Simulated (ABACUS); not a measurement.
A self-consistent single point of CoGe (P2_13, 8 atoms in the cell; from Materials Project mp-10692, changed as shown).

```
CoGe
1.0
    4.51758     0.00000     0.00000
    0.00000     4.51758     0.00000
    0.00000     0.00000     4.51758
Co Ge
4 4
Direct
  0.13683   0.13683   0.13683
  0.36317   0.86317   0.63683
  0.63683   0.36317   0.86317
  0.86317   0.63683   0.36317
  0.83981   0.83981   0.83981
  0.66019   0.16019   0.33981
  0.33981   0.66019   0.16019
  0.16019   0.33981   0.66019
```

All values come from this method and carry its errors: LDA (PW92), numerical atomic orbitals TZP (confined pseudo-atomic orbitals with Gaussian additions; energy shift 0.01 Ry), PseudoDojo 0.4 standard norm-conserving LDA (tails mended) pseudopotentials in ABACUS.

ABACUS settings:

- basis: TZP numerical atomic orbitals, energy shift 0.01 Ry
- KPT: Gamma 3 3 3 0 0 0
- basis_type: lcao
- dft_functional: PWLDA
- ecutwfc: 100 Ry
- smearing_method: fd
- smearing_sigma: 0.00999582 Ry
- potentials: PseudoDojo 0.4 standard norm-conserving LDA (tails mended)
- symmetry: 1
- symmetry_prec: 1e-05
- ks_solver: scalapack_gvx
- scf_nmax: 100
- scf_thr: 1.0e-07
- mixing_type: pulay
- mixing_beta: 0.7

Results:

| Property | Result |
|---|---|
| Number of valence electrons | 124 |
| Number of bands | 75 |
| Number of k-points after the program's reduction | 4 |
| Size of the basis | 280 |
| Number of SCF iterations | 10 |
| Free energy E − TS | -26349.7218 eV |
| Fermi level (on the code's own zero) | 19.73 eV |
| Pressure | 3.89 GPa |
| Largest force (vector length) | 0.115 eV/Å |

Forces (eV/Å):
```csv
atom,Fx,Fy,Fz
Co1,0.066,0.066,0.066
Co2,-0.066,-0.066,0.066
Co3,0.066,-0.066,-0.066
Co4,-0.066,0.066,-0.066
Ge5,0.006,0.006,0.006
Ge6,-0.006,-0.006,0.006
Ge7,0.006,-0.006,-0.006
Ge8,-0.006,0.006,-0.006
```

Stress (GPa, positive for compression):
```
3.89  0.00  0.00
0.00  3.89  0.00
0.00  0.00  3.89
```

For comparison: a first run was changed to give this one (volume scaled by 0.96), and from it to this one the free energy goes down by 1.8 meV/atom and the pressure goes from -4.75 to 3.89 GPa.

The atom-centred basis is finite, which shifts total energies, pressures and forces against plane waves. The run has no spin polarisation, so moments on Co cannot form. The structure comes from a collection of computed structures, made at another level of theory; the collection holds predicted forms beside known ones. No clean gap shows at this smearing width and mesh (spacing up to 0.46 Å⁻¹); the mesh is coarse for partly filled bands, so the values carry mesh errors.

Cost on one core: very roughly 70 core-seconds.

The atomic orbitals were generated for these runs; they are not ABACUS's published sets and were checked against plane waves on a few crystals only.

“Tails mended”: in these copies of the files the far tail of each local potential was reset to the Coulomb form.
